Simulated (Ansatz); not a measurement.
## Data sheet: Mo2N (DFT)

Mo2N:
Space group R-3m, hexagonal axes (No. 166); a = b = 2.8593 Å, c = 14.6891 Å, α = β = 90.00°, γ = 120.00°

```csv
atom,site,symmetry,x,y,z
Mo,6c,3m,0.0000,0.0000,0.2433
N,3a,-3m,0.0000,0.0000,0.0000
```
(The calculation used a cell of 3 atoms; values per cell refer to that cell.)

Space group R-3m (No. 166); conventional cell a = b = 2.859 Å, c = 14.689 Å, α = β = 90.00°, γ = 120.00°.

Method: DFT-LDA in the program Ansatz with PAW potentials. The cell and atoms are relaxed at this level. Other levels are named where they apply.

### Cell and energy

```yaml
volume_per_atom: 11.56 Å³
density: 9.86 g/cm³
Formation energy from the elements (no fitted shifts): -0.49 eV/atom
```

### Electronic structure

```yaml
electronic_character: metallic (no gap)
Density of states at the Fermi level: 0.55 states/eV per atom (mean over ±0.08 eV)
```

### Mechanics

```yaml
Bulk modulus (Birch–Murnaghan fit): 344 GPa
Pressure derivative B′: 4.4
```

### Phonons

```yaml
highest_zone_centre_frequency: 19.33 THz
zone_centre_stability: no imaginary mode at Γ
```

The workflow started from a Materials Project entry (that database holds measured and hypothetical structures alike); the Crystallography Open Database copy checked does not list it. COD files the formula under space group No. 141, so this cell is another polymorph or a model. Its standing as an ambient phase is unchecked. The LDA relaxation kept the symmetry of its start. The run is not spin-polarised. With an odd number of electrons in the cell and no spin polarisation, the count alone makes it a metal. As this level gives no gap, phonon frequencies hold no LO–TO term and depend on the k-mesh and smearing (Fermi–Dirac, 0.1 eV here). The references are the lowest solids computed at this level, not always the standard phases (solids in place of the gases). Scalar-relativistic: spin–orbit coupling is off unless named, which matters more the heavier the elements.

Potentials: the earlier of the program's two PAW sets.
